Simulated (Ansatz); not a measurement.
Relaxed BN (zinc blende):

```xyz
2
Lattice="0.0000 1.8120 1.8120 1.8120 0.0000 1.8120 1.8120 1.8120 0.0000" Properties=species:S:1:pos:R:3 pbc="T T T"
N      2.7181     2.7181     2.7181
B      0.0000     0.0000     0.0000
```

The atoms are displaced by Q × the pattern below (from a DFPT mode at Γ, largest move 1; Q in Å), at fixed cell. It is one choice among 3 degenerate patterns.

```csv
atom,x,y,z
N1,0.000,0.000,-0.772
B2,0.000,0.000,1.000
```

The numbers are results of PBE (plane waves to 420 eV, PAW, scalar-relativistic; Ansatz, an electronic-structure program), not measurements. k mesh 16×16×16 (Γ-centred), Fermi-Dirac smearing 0.05 eV. BN was relaxed with its symmetry unable to fall. The PAW data are Ansatz's earlier set. 

```tsv
Q (Å)	−dE/dQ from forces (eV/Å)
-0.180	10.532
-0.150	9.474
-0.120	8.044
-0.090	6.307
-0.060	4.336
-0.030	2.208
0.000	0.000
0.030	-2.208
0.060	-4.336
0.090	-6.307
0.120	-8.044
0.150	-9.474
0.180	-10.532
```

Task: What harmonic wavenumber does the curvature at Q = 0 give?

Result: 1025 cm⁻¹. E″ = 74.04 eV/Å², M = Σ mᵢ|uᵢ|² = 19.2 u, ν̃ = 521.5·√(|E″|/M).

(A displaced cell: forces are minus the slopes of the energy, force constants its curvatures, and phonons follow from these.)
